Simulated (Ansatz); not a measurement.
NiAu:
```
CELL_PARAMETERS angstrom
      2.82508     0.00000     0.00000
      0.00000     2.82508     0.00000
      0.00000     0.00000     7.05895
ATOMIC_POSITIONS crystal
  Au 0.00000 0.50000 0.34393
  Au 0.50000 0.00000 0.65607
  Ni 0.00000 0.50000 0.90702
  Ni 0.50000 0.00000 0.09298
```
The run is spin-polarised; directions of the spins, atom by atom: 0 0 ↑ ↑.

Relaxed with r²SCAN. Special points in fractions of this cell's reciprocal vectors: Γ (0.000, 0.000, 0.000); X (0.000, 0.500, 0.000); M (0.500, 0.500, 0.000); Z (0.000, 0.000, 0.500); R (0.000, 0.500, 0.500); A (0.500, 0.500, 0.500).

### Question
List the band energies nearest the Fermi level at these points for plane-wave PAW r²SCAN (Ansatz code).

### Answer
In eV from the Fermi level; about four levels below and three above (degenerate sets whole), none deeper than 8.9 eV; points with the same levels are listed once.

```tsv
k	below	above
Γ ↑	-1.18 -1.15 -1.12 -1.12	4.58 9.27 10.53 10.53
X ↑	-0.44 -0.44 -0.13 -0.13	4.19 4.19 11.46 11.46
M ↑	-1.12 -1.12 -1.08 -1.08	0.87 0.87 5.83 5.83
Z ↑	-1.37 -1.37 -1.17 -0.22	1.34 11.84 11.84
R ↑	-1.06 -1.06 -0.28 -0.28	0.04 0.04 5.84 5.84
A ↑	-1.23 -1.23 -1.12 -1.12	3.10 3.10 3.53 3.53
Γ ↓	-1.21 -1.21 -0.99 -0.64	0.08 0.08 0.36
X ↓	-0.97 -0.97 -0.43 -0.43	0.14 0.14 0.42 0.42
M ↓	-0.49 -0.49 -0.03 -0.03	0.82 0.82 5.95 5.95
Z ↓	-0.97 -0.08 -0.08 -0.03	0.35 1.42 11.86 11.86
R ↓	-1.38 -1.38 -0.93 -0.93	0.03 0.03 0.19 0.19
A ↓	-0.56 -0.56 -0.49 -0.49	3.15 3.15 3.87 3.87
```

Space group P4/nmm. The start of the workflow was typed in or built on a structure type; neither database checked (COD, Materials Project) lists it. Its standing as an ambient phase is unchecked. The cell was relaxed with r²SCAN under the symmetry of its start; whether a distortion lowers the energy is not shown. Spin order of the final state: ferromagnetic, chosen from 2 collinear starts compared on coarse meshes (ties went to the first, and starts can fall back to one state), not a proven ground state. Other orbital occupations within this spin state were not tried. Spin–orbit coupling is left out wherever it is not named.

Potentials: the earlier of the program's two PAW sets.
